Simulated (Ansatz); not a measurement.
GaAs (zinc blende, space group No. 216), plane-wave PAW PBEsol (Ansatz code). The conduction-band minimum lies at Γ, with 1 equivalent valley. Second derivatives d²E/dk² of the lowest band at one valley (eV·Å²), along Cartesian directions:

```csv
direction,d²E/dk²
[100],307.0
[010],307.0
[001],307.0
[110],306.7
[101],306.7
[011],306.7
```

### Question
Find the principal effective masses, the density-of-states mass and the conductivity mass.

### Answer
Off-diagonal terms follow from H_xy = H[110] − (H_xx + H_yy)/2, and m*/mₑ = 7.620 eV·Å² over each eigenvalue: 0.025, 0.025, 0.025. One valley's DOS mass (m₁m₂m₃)^(1/3) = 0.025, conductivity mass 3/(Σ 1/mᵢ) = 0.025 mₑ.

### Question
What effective density of states Nc follows at 300 K for parabolic valleys?

### Answer
Nc = 2.509e19 × 1 × (0.025)^(3/2) ≈ 9.9e16 cm⁻³.

Space group F-43m (zinc blende). Symmetry was held in the PBEsol relaxation. Spin–orbit coupling is left out wherever it is not named.

Potentials: the later of the program's two PAW sets.

Edges and masses are those of Kohn–Sham bands, whose gap is no quasiparticle gap.
